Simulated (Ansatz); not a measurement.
**Profile along the Zn–O line in ZnO (wurtzite)**

ZnO (wurtzite)

```xyz
4
Lattice="3.2795 0.0000 0.0000 -1.6397 2.8401 0.0000 0.0000 0.0000 5.2938" Properties=species:S:1:pos:R:3 pbc="T T T"
Zn     0.0000     1.8934     5.2825
Zn     1.6397     0.9467     2.6356
O      0.0000     1.8934     1.9954
O      1.6397     0.9467     4.6423
```

Fields along a shortest Zn–O line of a (1 -1 0 0) plane (2.01 Å), from Zn to O, interpolated on the slice's grid (step about 0.2 Å). Computed with PBE (plane waves to 420 eV, PAW, scalar-relativistic; Ansatz, a quantum-chemistry and plane-wave program). k mesh 12×12×6. Near the nuclei the fields are pseudised (PAW); where an atom keeps semicore shells as valence, they peak there. ZnO was relaxed with its symmetry unable to fall.

| distance from Zn (Å) | valence electron density (e/Å³) | electron localisation function | density of the highest valence band (e/Å³) | density of the lowest conduction band (e/Å³) |
|---|---|---|---|---|
| 0.00 | 46.19 | x | 0.000 | 0.002 |
| 0.20 | 29.81 | x | 0.002 | 0.000 |
| 0.40 | 8.75 | 0.01 | 0.008 | 0.013 |
| 0.60 | 1.96 | 0.06 | 0.005 | 0.036 |
| 0.80 | 0.73 | 0.14 | 0.003 | 0.036 |
| 1.00 | 0.56 | 0.23 | 0.025 | 0.018 |
| 1.21 | 0.88 | 0.67 | 0.086 | 0.012 |
| 1.41 | 1.99 | 0.82 | 0.209 | 0.060 |
| 1.61 | 4.45 | 0.74 | 0.287 | 0.186 |
| 1.81 | 6.83 | x | 0.164 | 0.313 |
| 2.01 | 7.62 | x | 0.003 | 0.350 |

x: too close to a nucleus for the ELF to mean much. Band densities are of whole bands, smooth part only.

Density on the Zn–O line (2.01 Å) at its density minimum, 1.0 Å from Zn: 0.55 e/Å³. ELF at that point: 0.2. Element round which the density of the highest valence band (whole band, smooth part) is largest on this plane: O.
